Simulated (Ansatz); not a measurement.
Os (fcc, Cu type)

```yaml
crystal:
  lattice:
    - [0.00000, 1.90125, 1.90125]
    - [1.90125, 0.00000, 1.90125]
    - [1.90125, 1.90125, 0.00000]
  atoms:
    - { symbol: Os, position: [0.00000, 0.00000, 0.00000] }
```

The slice is a {100} plane (indices of the conventional cell) through the point (0.000, 0.000, 0.000) (fractional), spanned by u = [100] and v = [0 1 -1] in vectors of this cell: u (2.69 Å) and v (2.69 Å, at 90° to u). It covers one period; positions are fractions (u, v).

Calculation: LDA (plane waves to 420 eV, PAW, scalar-relativistic; Ansatz, a first-principles code). k mesh 21×21×21. These are valence fields of a PAW run, semicore shells included where kept as valence: close to a nucleus they are smooth pseudo fields. Os is run without spin polarisation. Os was relaxed with its symmetry unable to fall. Spin-orbit coupling is left out, though Os is heavy. This is one of several known forms of Os; the measured ambient cells at hand have space group No. 194.

Three fields on this plane, each scaled to ten steps between its own extremes (0 low, 9 high; the total valence density on a logarithmic scale, the potential cut 8 eV below its top; x marks points blanked near nuclei; v = 0 in the bottom row):

Map A
```
|xxxxxxxx97679xxxxxxx|
|xxxxxxxx86668xxxxxxx|
|xxxxxxx9755579xxxxxx|
|xxxxxxx8644468xxxxxx|
|xxxxxx964333469xxxxx|
|xxxxx96432223469xxxx|
|xxx986432111234689xx|
|99876432100012346789|
|77654321000001234567|
|66654321000001234566|
|77654321000001234567|
|99876432100012346789|
|xxx986432111234689xx|
|xxxxx96432223469xxxx|
|xxxxxx964333469xxxxx|
|xxxxxxx8644468xxxxxx|
|xxxxxxx9755579xxxxxx|
|xxxxxxxx86668xxxxxxx|
|xxxxxxxx97679xxxxxxx|
|xxxxxxxx97679xxxxxxx|
```

Map B
```
|xxxxxxxx57975xxxxxxx|
|xxxxxxxx57975xxxxxxx|
|xxxxxxx4478744xxxxxx|
|xxxxxxx3467643xxxxxx|
|xxxxxx334565433xxxxx|
|xxxxx32334443323xxxx|
|xxx433332222233334xx|
|55544432211122344455|
|87776542100012456777|
|99987642100012467899|
|87776542100012456777|
|55544432211122344455|
|xxx433332222233334xx|
|xxxxx32334443323xxxx|
|xxxxxx334565433xxxxx|
|xxxxxxx3467643xxxxxx|
|xxxxxxx4478744xxxxxx|
|xxxxxxxx57975xxxxxxx|
|xxxxxxxx57975xxxxxxx|
|xxxxxxxx58985xxxxxxx|
```

Map C
```
|xxxxxxxx01210xxxxxxx|
|xxxxxxxx02320xxxxxxx|
|xxxxxxx0034300xxxxxx|
|xxxxxxx0255520xxxxxx|
|xxxxxx014666410xxxxx|
|xxxxx00467876400xxxx|
|xxx001467888764100xx|
|00002467899987642000|
|11235678999998765321|
|23345688999998865433|
|11235678999998765321|
|00002467899987642000|
|xxx001467888764100xx|
|xxxxx00467876400xxxx|
|xxxxxx014666410xxxxx|
|xxxxxxx0255520xxxxxx|
|xxxxxxx0034300xxxxxx|
|xxxxxxxx02320xxxxxxx|
|xxxxxxxx01210xxxxxxx|
|xxxxxxxx01210xxxxxxx|
```

Assign the maps to these fields: electron localisation function (ELF); valence electron density; electrostatic potential energy of an electron, from the cell's mean.

A is the valence electron density; B is the electron localisation function (ELF); C is the electrostatic potential energy of an electron, from the cell's mean.
